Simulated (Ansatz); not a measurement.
**NbC4 (Pm-3m)**

Method: DFT PBE, scalar-relativistic, plane waves, PAW (Ansatz 0.2.0).

Cutoff 420 eV; k points 10×10×10 on the computed 5-atom cell (Γ-centred); Gaussian smearing, width 0.10 eV; no spin polarisation.

The structure is relaxed at this level of theory with its symmetry kept, and needn't be the ground state of this composition.

```
Nb C
1.0
     4.17180    0.00000    0.00000
     0.00000    4.17180    0.00000
     0.00000    0.00000    4.17180
Nb C
1 4
Direct
  0.00000 0.00000 0.00000
  0.50000 0.00000 0.00000
  0.00000 0.50000 0.00000
  0.00000 0.00000 0.50000
  0.50000 0.50000 0.50000
```

Question: Formation energy from the elements' standard states (uncorrected)?

Answer: +3.400 eV/atom.

Question: Kohn–Sham band gap?

Answer: none (metal).

Question: Density of states at the Fermi level?

Answer: 3.5 states/eV per cell.

Question: Orbital (Löwdin) character within 0.5 eV of the Fermi level?

Answer: C 2p 85 %, Nb 4d 10 %.

Question: Bader charge by site (e)?

Answer: Nb (1 in the cell) 1.88, C (3 in the cell) -0.65, C (1 in the cell) 0.06.

Another cell of NbC4 relaxed alike, in I4/mmm, lies 2.65 eV/atom lower, so this cell isn't the stable form at this level.

The cell was found from a structure generator's guess, not taken from experiment. Löwdin shares on free-atom orbitals overweight diffuse shells.
